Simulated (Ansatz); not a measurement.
Run on YIn: DFT, r2SCAN, PAW with Ansatz's default frozen-core files, scalar-relativistic (Ansatz 0.2.0). This run: atoms relaxed at 0.55 of the base cell's volume.

The base volume is that of a database entry, so it needn't be at zero pressure; the structure needn't be the stable phase, at rest or compressed.

Command: `ansatz run input.yaml --threads 1 --pin off --max-ram 2048MiB --backend cpu --events-out ev --progress --plain --runs-dir out` It took 8.9 s on 1 thread of Arm Neoverse V1, with other jobs on the host, peak memory 0.45 GiB.

```yaml
crystal:
  lattice:
    - [3.121614041, 0.0, 0.0]
    - [0.0, 3.121614041, 0.0]
    - [0.0, 0.0, 3.121614041]
  atoms:
    - { symbol: "Y", position: [0.5, 0.5, 0.5] }
    - { symbol: In, position: [0.0, 0.0, 0.0] }
kpoints:
  mp_grid: { grid: [10, 10, 10] }
scf:
  occupations: { method: fermi_dirac, width: 0.05 }
hamiltonian:
  xc: r2scan
  pseudopotentials: { kind: paw }
output:
  forces: true
  stress: true
  write_density: true
  write_potential: true
  elf: true
  volumetric_format: npy
relax:
  f_tol: 0.01
  max_steps: 30
```

Output:

```
Warning: output.stress: scf.convergence.dr2_threshold = 1e-7 eV (the SCF's general default) is looser than the 2e-10 eV advised for a printed stress (1e-10 eV for each atom of the cell: 2). What an SCF threshold leaves in a stress goes as its square root, and in the free energy as the threshold itself, and one threshold admits the most on a small cell: of the crystals measured, under no hybrid functional and no lock of the moments, on runs that ended without the residual-converged pass, on stresses that held no estimate of that error, the worst erred by over 100 MPa in a component at 1e-7 eV an atom and by under 5 at 1e-10. Every solve of this run answers to scf.convergence.dr2_threshold, and the tensor of one is reported: a single SCF on the reported geometry and on this run's grids (its basis.xc_grid and basis.ecutrho_ratio typed), with scf.convergence.dr2_threshold at 2e-10 eV or tighter, prints it and tightens no other solve. Else set scf.convergence.dr2_threshold to 2e-10 eV or tighter. The threshold is an SCF's pass mark: one that does not reach it within its budget of iterations ends unconverged, or closes short of it on a stop that the run arms, and scf.convergence.dr2_threshold's page says what that costs each kind of run
Engine: ansatz 0.2.0
Pseudopotentials: kind: paw
Pseudopotential: Y, paw, valence charge 11, recommended cutoff 500 eV (meta_gga), Y.paw.azcp
Pseudopotential: In, paw, valence charge 13, recommended cutoff 500 eV (meta_gga), In.paw.azcp
Functional definition: r2SCAN
  parameter k0 = 0.174
  parameter k1 = 0.065
  parameter a1 = 4.9479
  exchange = r2scan_x(k0 = k0, k1 = k1, a1 = a1)
  correlation = r2scan_c
Crystal: 2 atoms, lattice volume = 30.418 Å³
Basis set: ecut = 500 eV, 751 PW (Γ), exchange–correlation on 96×96×96 points (64 copies of the dense FFT grid, shifted against one another)
Bands: 16, of which v1, the nominal top of the filled ones, is band 12 counted from 1 (11 counted from 0)
Symmetry: 48 space group operations
Space group: Pm-3m (ITA 221), of the structure as read, at distance tolerance 3.1e-5 Å
k-points: 56 of 1000
Non-local potential: Y, projectors of the file, l = 0: 3, l = 1: 2, l = 2: 2, l = 3: 1
Non-local potential: In, projectors of the file, l = 0: 2, l = 1: 2, l = 2: 2, l = 3: 2
PAW form: soft (Blöchl's): semilocal exchange-correlation on the pseudo side does not see the compensation charge
PAW frozen core: Y, regenerated for the run's functional (the file was generated under x = pbe(κ = 0.804, μ = 0.2195149727645171), c = pbe(β = 0.06672455060314922))
PAW frozen core: In, regenerated for the run's functional (the file was generated under x = pbe(κ = 0.804, μ = 0.2195149727645171), c = pbe(β = 0.06672455060314922))
PAW one-centre angular grid: Y, 590 points (default); XC on 160 Gauss nodes
PAW one-centre angular grid: In, 590 points (default); XC on 289 of its mesh's 2783 points in the sphere
Initial density: superposition of atomic densities (neutral atoms: chi_scale 0, normalization atom), corrected by the library's trained network
Initial wavefunctions: pseudopotential atomic-orbital guess
Functional: x = r2scan, c = r2scan; τ floored in thin density (d = 2e-4 eV/Å³)
SCF iter   1: F=—  HF=-9467.913370 eV  |F-HF|=—  |Δ(HF+E_count)|=         —  Δρ=1.08e-2  dr2=3.06e-2  dr2_τ=6.49e-2  ethr=1.77e-3  ⟨swp⟩=6.0  Hψ=4809  notcnv=0
preconditioner: auto → none  [metal: Δε(μ)=0.059 eV  Ē_g=18.608 eV  σ=0.050 eV  W_gap=0.28  n_scr=6 (ndim 8)  ℏωp=31.6 eV  f_vac=0.000  D(μ)=0.26/eV (n_scr^D=0)  sad-step TF]
SCF iter   2: F=—  HF=-9468.077234 eV  |F-HF|=—  |Δ(HF+E_count)|=   1.64e-1  Δρ=5.87e-3  dr2=1.02e-2  dr2_τ=1.79e-4  ethr=1.27e-4  ⟨swp⟩=2.3  Hψ=2263  notcnv=0
SCF iter   3: F=—  HF=-9468.076963 eV  |F-HF|=—  |Δ(HF+E_count)|=   2.70e-4  Δρ=8.62e-4  dr2=2.04e-4  dr2_τ=5.95e-5  ethr=4.25e-5  ⟨swp⟩=2.2  Hψ=1577  notcnv=0
SCF iter   4: F=—  HF=-9468.076969 eV  |F-HF|=—  |Δ(HF+E_count)|=   5.63e-6  Δρ=3.17e-4  dr2=2.29e-5  dr2_τ=5.51e-6  ethr=8.49e-7  ⟨swp⟩=2.0  Hψ=1534  notcnv=0
SCF iter   5: F=—  HF=-9468.076978 eV  |F-HF|=—  |Δ(HF+E_count)|=   9.26e-6  Δρ=8.92e-5  dr2=1.64e-6  dr2_τ=1.62e-7  ethr=9.53e-8  ⟨swp⟩=2.7  Hψ=1501  notcnv=0
SCF iter   6: F=-9468.076980 eV  HF=-9468.076980 eV  |F-HF|=4.83e-8  |Δ(HF+E_count)|=   1.55e-6  Δρ=1.83e-5  dr2=8.77e-8  dr2_τ=5.81e-9  ethr=4.17e-10  ⟨swp⟩=6.9  Hψ=5622  notcnv=0
SCF 1 converged in 6 iterations: F = -9468.076980 eV  dr2 = 8.77e-8
  greatest PAW one-centre occupation: 0.996 electrons in one spin orbital (limit 2), on the Y atom at site 0 (counted from 0), in its partial waves of l = 0
relax step   1: F+E_penalty+E_count = -9468.07697979 eV  Δ(F+E_penalty+E_count) = +0.000e0 eV  max|allowed force component| = 5.325e-30 eV/Å  Δτ_max = 0.0000 Å  (6 SCF iters, accepted)
NSCF: frozen V_eff on 56 k-points
the band table was solved once a step of the walk had ended and its energy, with any forces and stress, was formed, with the checks that follow a solve (5233 applications of the Hamiltonian). They found nothing against the state; the energy, forces and stress were not computed again (output.eigenvalues in the input reference)
Initial density: handed on by an earlier stage of this run
Initial wavefunctions: those handed on with the density
iter 1 solved again at ethr=3.66e-10 eV; its pass at ethr=3.10e-3 eV (dr2=8.78e-8 eV) is discarded
SCF iter   1: F=—  HF=-9468.076980 eV  |F-HF|=—  |Δ(HF+E_count)|=         —  Δρ=1.83e-5  dr2=8.77e-8  dr2_τ=5.81e-9  ethr=3.66e-10  ⟨swp⟩=1.0  Hψ=5109  notcnv=0
preconditioner: auto → none  [metal: Δε(μ)=0.043 eV  Ē_g=18.469 eV  σ=0.050 eV  W_gap=0.21  n_scr=6 (ndim 8)  ℏωp=31.6 eV  f_vac=0.000  D(μ)=0.25/eV (n_scr^D=0)]
SCF iter   2: F=-9468.076980 eV  HF=-9468.076980 eV  |F-HF|=1.65e-8  |Δ(HF+E_count)|=   5.00e-8  Δρ=9.69e-6  dr2=1.76e-8  dr2_τ=9.65e-10  ethr=3.65e-10  ⟨swp⟩=7.9  Hψ=4840  notcnv=0
SCF 2 converged in 2 iterations: F = -9468.076980 eV  dr2 = 1.76e-8
NSCF: frozen V_eff on 56 k-points
the band table was solved once a step of the walk had ended and its energy, with any forces and stress, was formed, with the checks that follow a solve (4969 applications of the Hamiltonian). They found nothing against the state; the energy, forces and stress were not computed again (output.eigenvalues in the input reference)
SCF converged after 2 iterations
Free energy (F): -9468.076980 eV
Harris-Foulkes:  -9468.076980 eV  (|F-HF|=1.65e-8)
Internal energy: -9468.075012 eV  (E = F + TS)
E sigma→0 (E₀):  -9468.075996 eV
Entropy (-TS):   -0.001968 eV (-0.984 meV/atom)
Fermi energy:    20.886309 eV
--- Per-component energies (eV) ---
  E_band       = 97.020774
  E_kinetic    = 580.275664
  E_local      = -1053.137456  (includes V_loc(G=0)·N_el)
  E_nonlocal   = 418.259044
  E_hartree    = 419.347179
  E_xc         = -382.530162
  E_vxc        = -348.402130  (∫ρ·V_xc dr)
  E_paw        = -7024.331566  (= ΣΔE_a)
  E_vpaw       = -359.257864  (= ΣTr[D̂ρ^β])
  E_aug_tail   = 0.000010  (compensation charges beyond the density's cutoff)
  E_vtau       = 20.589012  (kinetic-family band-sum trace: ∫τ·v_τ [+ j·A + Jᵃ·Aᵃ] dr)
  E_ewald      = -2426.769318
  E_core_change = 0.811592  (= ΣΔE_core)
  E_smearing   = -0.001968  (= −TS)
  E_closure    = -0.000000  (closes the sum)
  Σ components = -9468.076980   (vs F -9468.076980, Δ=0.00e0)
--- Forces (eV/Å), atoms counted from 1 ---
  atom   1  Y      0.00000000     0.00000000     0.00000000
  atom   2  In    -0.00000000    -0.00000000    -0.00000000
  max |Σ_I F_I| component: 0.00e0 eV/Å
--- Stress (GPa, compression-positive) ---
      108.052856       0.000000       0.000000
        0.000000     108.052856       0.000000
        0.000000       0.000000     108.052856
  P = ⅓ Tr σ = 108.0529 GPa (1080.529 kbar)
--- Band table (eV; the first three rows and the last of 56) ---
  k-point 0: bands = ["-22.2839", "-1.4188", "-1.4188", "-1.4188", "4.4419", "4.4419", "5.0994", "5.0994", "5.0994", "10.2099", "19.8693", "19.8693", "26.9400", "26.9400", "26.9400", "27.1830"]
  k-point 1: bands = ["-22.2687", "-1.5947", "-1.4185", "-1.4185", "4.4537", "4.5212", "5.1040", "5.1096", "5.1096", "10.4884", "19.8805", "19.9039", "25.3191", "25.3191", "26.4600", "27.1521"]
  k-point 2: bands = ["-22.2286", "-2.0259", "-1.4179", "-1.4179", "4.4849", "4.7257", "5.1159", "5.1373", "5.1373", "11.2519", "19.6777", "19.9108", "23.7993", "23.7993", "25.9135", "27.0716"]
  k-point 55: bands = ["-21.8462", "-2.5918", "-2.5918", "-2.5918", "5.2879", "5.2879", "5.2879", "5.5494", "5.5494", "16.0863", "16.0863", "16.0863", "20.3072", "29.4291", "29.4291", "29.4291"]
--- Relaxed structure (1 steps of the walk, 1 accepted, 0 SCFs on fresh bases) ---
  F+E_penalty+E_count = -9468.07697979 eV   max|allowed force component| = 5.325e-30 eV/Å
  atoms:
    - { symbol: Y, position: [0.5, 0.5, 0.5] }
    - { symbol: In, position: [0.0, 0.0, 0.0] }
```

Next run (volume at 0.55 of the series' base cell), as changes to the input before:

```diff
   mp_grid: { grid: [10, 10, 10] }
+  band_path:
+    path:
+      - [0.0, 0.0, 0.0]
+      - [0.0, 0.5, 0.0]
+      - [0.5, 0.5, 0.0]
+      - [0.0, 0.0, 0.0]
+      - [0.5, 0.5, 0.5]
+      - [0.0, 0.5, 0.0]
+      - [0.5, 0.5, 0.5]
+      - [0.5, 0.5, 0.0]
+    npoints: 6
 scf:
   stress: true
+  eigenvalues: true
+  efg: { contact_densities: true }
+  populations: true
   write_density: true
   volumetric_format: npy
-relax:
-  f_tol: 0.01
-  max_steps: 30
```

Command: `ansatz run input.yaml --threads 1 --pin off --max-ram 2048MiB --backend cpu --events-out ev --progress --plain --runs-dir out` It took 8.2 s on 1 thread of Arm Neoverse V1 (shared host), peak memory 0.47 GiB.

Results part of the output:

```
SCF 1 converged in 6 iterations: F = -9468.076980 eV  dr2 = 8.77e-8
  greatest PAW one-centre occupation: 0.996 electrons in one spin orbital (limit 2), on the Y atom at site 0 (counted from 0), in its partial waves of l = 0
NSCF: frozen V_eff on 43 k-points
SCF converged after 6 iterations
Free energy (F): -9468.076980 eV
Harris-Foulkes:  -9468.076980 eV  (|F-HF|=4.83e-8)
Internal energy: -9468.075012 eV  (E = F + TS)
E sigma→0 (E₀):  -9468.075996 eV
Entropy (-TS):   -0.001968 eV (-0.984 meV/atom)
Fermi energy:    20.886301 eV
--- Per-component energies (eV) ---
  E_band       = 97.018766
  E_kinetic    = 580.274451
  E_local      = -1053.139256  (includes V_loc(G=0)·N_el)
  E_nonlocal   = 418.260744
  E_hartree    = 419.348876
  E_xc         = -382.529831
  E_vxc        = -348.401644  (∫ρ·V_xc dr)
  E_paw        = -7024.332281  (= ΣΔE_a)
  E_vpaw       = -359.258806  (= ΣTr[D̂ρ^β])
  E_aug_tail   = 0.000010  (compensation charges beyond the density's cutoff)
  E_vtau       = 20.588989  (kinetic-family band-sum trace: ∫τ·v_τ [+ j·A + Jᵃ·Aᵃ] dr)
  E_ewald      = -2426.769318
  E_core_change = 0.811592  (= ΣΔE_core)
  E_smearing   = -0.001968  (= −TS)
  E_closure    = -0.000000  (closes the sum)
  Σ components = -9468.076980   (vs F -9468.076980, Δ=0.00e0)
--- Forces (eV/Å), atoms counted from 1 ---
  atom   1  Y      0.00000000     0.00000000     0.00000000
  atom   2  In    -0.00000000    -0.00000000    -0.00000000
  max |Σ_I F_I| component: 1.69e-29 eV/Å
--- Stress (GPa, compression-positive) ---
      108.054097       0.000000       0.000000
        0.000000     108.054097       0.000000
        0.000000       0.000000     108.054097
  P = ⅓ Tr σ = 108.0541 GPa (1080.541 kbar)
--- PAW observables at the nuclei: V_zz in 10²¹ V/m², potentials from the cell's mean, atoms counted from 1 ---
  atom   1  Y  V_zz =    +0.000000   η = 0.0000   by run symmetry: forbidden
            electrostatic potential = -5730.733641 V   contact ρ = 443564.856235 e/Å³
  atom   2  In V_zz =    -0.000000   η = 0.0000   by run symmetry: forbidden
            electrostatic potential = -7952.720156 V   contact ρ = 1132339.262769 e/Å³
--- Band table (eV; the first three rows and the last of 56) ---
  k-point 0: bands = ["-22.2838", "-1.4186", "-1.4186", "-1.4186", "4.4416", "4.4416", "5.0991", "5.0991", "5.0991", "10.2098", "19.8693", "19.8693", "26.9399", "26.9399", "26.9399", "27.1831"]
  k-point 1: bands = ["-22.2686", "-1.5946", "-1.4183", "-1.4183", "4.4534", "4.5209", "5.1037", "5.1093", "5.1093", "10.4883", "19.8804", "19.9039", "25.3191", "25.3191", "26.4599", "27.1522"]
  k-point 2: bands = ["-22.2284", "-2.0257", "-1.4177", "-1.4177", "4.4846", "4.7255", "5.1156", "5.1370", "5.1370", "11.2518", "19.6776", "19.9107", "23.7994", "23.7994", "25.9134", "27.0717"]
  k-point 55: bands = ["-21.8460", "-2.5917", "-2.5917", "-2.5917", "5.2876", "5.2876", "5.2876", "5.5490", "5.5490", "16.0863", "16.0863", "16.0863", "20.3070", "29.4290", "29.4290", "29.4290"]
--- Löwdin populations: 2 sites ---
  site symbol       q [e]
     0      Y     11.1938
     1     In     12.7561
  spilling = 0.002088 (of n_electrons = 24.000000)
```

Next run (atoms relaxed at 0.5 of the base cell's volume), as changes to the input before:

```diff
   lattice:
-    - [3.121614041, 0.0, 0.0]
-    - [0.0, 3.121614041, 0.0]
-    - [0.0, 0.0, 3.121614041]
+    - [3.023999004, 0.0, 0.0]
+    - [0.0, 3.023999004, 0.0]
+    - [0.0, 0.0, 3.023999004]
   atoms:
   mp_grid: { grid: [10, 10, 10] }
-  band_path:
-    path:
-      - [0.0, 0.0, 0.0]
-      - [0.0, 0.5, 0.0]
-      - [0.5, 0.5, 0.0]
-      - [0.0, 0.0, 0.0]
-      - [0.5, 0.5, 0.5]
-      - [0.0, 0.5, 0.0]
-      - [0.5, 0.5, 0.5]
-      - [0.5, 0.5, 0.0]
-    npoints: 6
 scf:
   stress: true
-  eigenvalues: true
-  efg: { contact_densities: true }
-  populations: true
-  write_density: true
-  write_potential: true
-  elf: true
-  volumetric_format: npy
+relax:
+  f_tol: 0.01
+  max_steps: 30
```

Results part of the output:

```
Warning: output.stress: scf.convergence.dr2_threshold = 1e-7 eV (the SCF's general default) is looser than the 2e-10 eV advised for a printed stress (1e-10 eV for each atom of the cell: 2). What an SCF threshold leaves in a stress goes as its square root, and in the free energy as the threshold itself, and one threshold admits the most on a small cell: of the crystals measured, under no hybrid fun
SCF 2 converged in 2 iterations: F = -9465.841759 eV  dr2 = 1.79e-9
SCF converged after 2 iterations
Free energy (F): -9465.841759 eV
Harris-Foulkes:  -9465.841759 eV  (|F-HF|=1.18e-9)
Internal energy: -9465.839300 eV  (E = F + TS)
E sigma→0 (E₀):  -9465.840529 eV
Entropy (-TS):   -0.002459 eV (-1.230 meV/atom)
Fermi energy:    23.073331 eV
--- Per-component energies (eV) ---
  E_band       = 146.651800
  E_kinetic    = 588.488321
  E_local      = -948.998221  (includes V_loc(G=0)·N_el)
  E_nonlocal   = 419.528606
  E_hartree    = 389.285846
  E_xc         = -385.322804
  E_vxc        = -352.473631  (∫ρ·V_xc dr)
  E_paw        = -7024.526939  (= ΣΔE_a)
  E_vpaw       = -359.305804  (= ΣTr[D̂ρ^β])
  E_aug_tail   = 0.000011  (compensation charges beyond the density's cutoff)
  E_vtau       = 20.841007  (kinetic-family band-sum trace: ∫τ·v_τ [+ j·A + Jᵃ·Aᵃ] dr)
  E_ewald      = -2505.105712
  E_core_change = 0.811592  (= ΣΔE_core)
  E_smearing   = -0.002459  (= −TS)
  E_closure    = -0.000000  (closes the sum)
  Σ components = -9465.841759   (vs F -9465.841759, Δ=0.00e0)
--- Forces (eV/Å), atoms counted from 1 ---
  atom   1  Y      0.00000000     0.00000000    -0.00000000
  atom   2  In    -0.00000000     0.00000000     0.00000000
  max |Σ_I F_I| component: 3.42e-30 eV/Å
--- Stress (GPa, compression-positive) ---
      153.512735       0.000000      -0.000000
        0.000000     153.512735       0.000000
        0.000000       0.000000     153.512735
  P = ⅓ Tr σ = 153.5127 GPa (1535.127 kbar)
--- Relaxed structure (1 steps of the walk, 1 accepted, 0 SCFs on fresh bases) ---
  F+E_penalty+E_count = -9465.84175901 eV   max|allowed force component| = 8.415e-30 eV/Å
  atoms:
    - { symbol: Y, position: [0.5, 0.5, 0.5] }
    - { symbol: In, position: [0.0, 0.0, 0.0] }
```

Next run (volume at 0.5 of the series' base cell), as changes to the input before:

```diff
   mp_grid: { grid: [10, 10, 10] }
+  band_path:
+    path:
+      - [0.0, 0.0, 0.0]
+      - [0.0, 0.5, 0.0]
+      - [0.5, 0.5, 0.0]
+      - [0.0, 0.0, 0.0]
+      - [0.5, 0.5, 0.5]
+      - [0.0, 0.5, 0.0]
+      - [0.5, 0.5, 0.5]
+      - [0.5, 0.5, 0.0]
+    npoints: 6
 scf:
   stress: true
-relax:
-  f_tol: 0.01
-  max_steps: 30
+  eigenvalues: true
+  efg: { contact_densities: true }
+  populations: true
```

Command: `ansatz run input.yaml --threads 1 --pin off --max-ram 2048MiB --backend cpu --events-out ev --progress --plain --runs-dir out` It took 8.1 s on 1 thread of Arm Neoverse V1 (shared host), peak memory 0.46 GiB.

Results part of the output:

```
SCF 1 converged in 7 iterations: F = -9465.841759 eV  dr2 = 1.31e-8
  greatest PAW one-centre occupation: 0.996 electrons in one spin orbital (limit 2), on the Y atom at site 0 (counted from 0), in its partial waves of l = 0
NSCF: frozen V_eff on 43 k-points
SCF converged after 7 iterations
Free energy (F): -9465.841759 eV
Harris-Foulkes:  -9465.841759 eV  (|F-HF|=4.84e-10)
Internal energy: -9465.839300 eV  (E = F + TS)
E sigma→0 (E₀):  -9465.840529 eV
Entropy (-TS):   -0.002459 eV (-1.230 meV/atom)
Fermi energy:    23.073323 eV
--- Per-component energies (eV) ---
  E_band       = 146.650514
  E_kinetic    = 588.487863
  E_local      = -948.999582  (includes V_loc(G=0)·N_el)
  E_nonlocal   = 419.529640
  E_hartree    = 389.286960
  E_xc         = -385.322649
  E_vxc        = -352.473398  (∫ρ·V_xc dr)
  E_paw        = -7024.527423  (= ΣΔE_a)
  E_vpaw       = -359.306192  (= ΣTr[D̂ρ^β])
  E_aug_tail   = 0.000011  (compensation charges beyond the density's cutoff)
  E_vtau       = 20.840994  (kinetic-family band-sum trace: ∫τ·v_τ [+ j·A + Jᵃ·Aᵃ] dr)
  E_ewald      = -2505.105712
  E_core_change = 0.811592  (= ΣΔE_core)
  E_smearing   = -0.002459  (= −TS)
  E_closure    = -0.000000  (closes the sum)
  Σ components = -9465.841759   (vs F -9465.841759, Δ=0.00e0)
--- Forces (eV/Å), atoms counted from 1 ---
  atom   1  Y      0.00000000    -0.00000000    -0.00000000
  atom   2  In    -0.00000000     0.00000000    -0.00000000
  max |Σ_I F_I| component: 1.39e-29 eV/Å
--- Stress (GPa, compression-positive) ---
      153.513283       0.000000       0.000000
        0.000000     153.513283       0.000000
        0.000000       0.000000     153.513283
  P = ⅓ Tr σ = 153.5133 GPa (1535.133 kbar)
--- PAW observables at the nuclei: V_zz in 10²¹ V/m², potentials from the cell's mean, atoms counted from 1 ---
  atom   1  Y  V_zz =    +0.000000   η = 0.0000   by run symmetry: forbidden
            electrostatic potential = -5733.849915 V   contact ρ = 443567.348807 e/Å³
  atom   2  In V_zz =    +0.000000   η = 0.0000   by run symmetry: forbidden
            electrostatic potential = -7955.344301 V   contact ρ = 1132351.494605 e/Å³
--- Band table (eV; the first three rows and the last of 56) ---
  k-point 0: bands = ["-20.0585", "0.9250", "0.9250", "0.9250", "6.1525", "6.1525", "7.0190", "7.0190", "7.0190", "12.1614", "21.8859", "21.8859", "29.8775", "29.8775", "29.8775", "29.9318"]
  k-point 1: bands = ["-20.0363", "0.6814", "0.9204", "0.9204", "6.1686", "6.2617", "7.0250", "7.0401", "7.0401", "12.4844", "21.8794", "21.9815", "27.9467", "27.9467", "29.3884", "29.8310"]
  k-point 2: bands = ["-19.9778", "0.0986", "0.9080", "0.9080", "6.2111", "6.5371", "7.0408", "7.0972", "7.0972", "13.3448", "21.8616", "21.9360", "26.2244", "26.2244", "28.6756", "29.7104"]
  k-point 55: bands = ["-19.4270", "-0.6628", "-0.6628", "-0.6628", "7.4056", "7.4056", "7.4056", "7.5666", "7.5666", "17.7990", "17.7990", "17.7990", "23.0091", "32.7519", "32.7519", "32.8514"]
--- Löwdin populations: 2 sites ---
  site symbol       q [e]
     0      Y     11.3505
     1     In     12.5890
  spilling = 0.002521 (of n_electrons = 24.000000)
```

The PAW files were made under PBE.
